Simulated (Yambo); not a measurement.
Absorption of Ba$_{2}$WZnO$_{6}$ (space group Fm-3m, No. 225) with and without the electron-hole interaction (Yambo, PBEsol bands; 4×4×4 mesh, 22 valence and 9 conduction bands, static screening with 97 bands and a 3 Ry block, scissor 1.56 eV, Tamm-Dancoff; field along x).

```tsv
E (eV)	Im ε, BSE	Im ε, independent quasiparticles
2.66	0.10	0.08
2.76	0.11	0.08
2.86	0.12	0.09
2.96	0.14	0.10
3.07	0.15	0.10
3.17	0.17	0.11
3.27	0.20	0.12
3.37	0.23	0.13
3.47	0.28	0.14
3.57	0.35	0.15
3.67	0.46	0.17
3.77	0.65	0.19
3.87	1.02	0.21
3.97	1.77	0.24
4.07	2.66	0.28
4.17	2.23	0.32
4.27	1.69	0.39
4.37	1.81	0.47
4.47	2.47	0.61
4.57	2.84	0.82
4.67	2.81	1.21
4.77	2.70	1.95
4.87	2.67	3.12
4.97	2.59	3.98
5.07	2.41	4.28
5.18	2.16	4.15
5.28	1.95	3.98
5.38	1.95	3.51
5.48	2.01	3.59
5.58	2.05	4.61
5.68	2.32	5.50
5.78	3.02	6.32
5.88	3.78	6.62
5.98	4.29	6.89
6.08	5.04	7.55
6.18	6.38	7.12
6.28	7.19	6.20
6.38	6.61	5.26
6.48	6.21	4.56
6.58	6.47	4.24
6.68	6.49	3.91
6.78	5.49	3.59
6.88	5.54	3.24
6.98	5.89	3.11
7.08	5.35	3.59
7.19	4.76	3.72
7.29	4.59	3.84
7.39	4.61	4.28
7.49	4.28	3.78
7.59	4.41	3.29
7.69	5.24	3.13
7.79	5.65	2.90
7.89	6.16	2.61
7.99	5.89	2.51
8.09	5.29	2.74
8.19	5.04	3.28
8.29	4.85	3.83
8.39	4.45	4.58
8.49	4.10	4.66
8.59	3.52	4.42
8.69	3.03	4.49
8.79	2.67	4.33
8.89	2.81	4.28
8.99	3.29	3.95
9.09	3.58	3.70
9.20	3.48	3.44
```

The scissor comes from a G0W0 run whose convergence isn't established. Broadening 0.15 eV. The band window holds all transitions up to 9.2 eV. Fine structure above the onset can come from the mesh.

Spin-orbit coupling is left out, which matters for elements this heavy: edges can move by tenths of an eV.

Geometry of the Materials Project entry, not relaxed at this level; primitive cell a = b = c = 5.841 Å, α = β = γ = 60.00°.

With a shallow 3d shell G0W0 needs far more bands and larger blocks than here, so the scissor is uncertain by tenths of an eV or more.
